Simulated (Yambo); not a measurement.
```
CELL_PARAMETERS angstrom
      6.10113     0.00000     0.00000
      0.00000     3.92342     0.00000
      0.00000     0.00000     7.83277
ATOMIC_POSITIONS crystal
  H  0.00000 0.01052 0.93413
  H  0.00000 0.98948 0.43413
  H  0.50000 0.87503 0.49904
  H  0.50000 0.12497 0.99904
  Li 0.24984 0.49683 0.24852
  Li 0.75016 0.50317 0.74852
  Li 0.75016 0.49683 0.24852
  Li 0.24984 0.50317 0.74852
  S  0.00000 0.00315 0.76280
  S  0.00000 0.99685 0.26280
  S  0.50000 0.53297 0.49959
  S  0.50000 0.46703 0.99959
```

The geometry is that of Materials Project entry mp-644419, symmetrised and not relaxed again.

Where are the main features of Im ε from RPA with local fields on PBEsol bands shifted by a G0W0 scissor of 2.44 eV (Yambo; 4×4×2 mesh, 130 bands, 3 Ry local-field block, 0.2 eV broadening; field along x)?

Peaks at 6.8 eV (0.9), 9.4 eV (3.9), 12.5 eV (2.2), 13.6 eV (2.3), 15.5 eV (1.5), heights in brackets. Structure narrower than a few tenths of an eV can come from the finite k mesh. Convergence of the RPA response with its 4×4×2 mesh was not tested. The scissor comes from a G0W0 run whose convergence isn't established. No excitonic effects at this level.
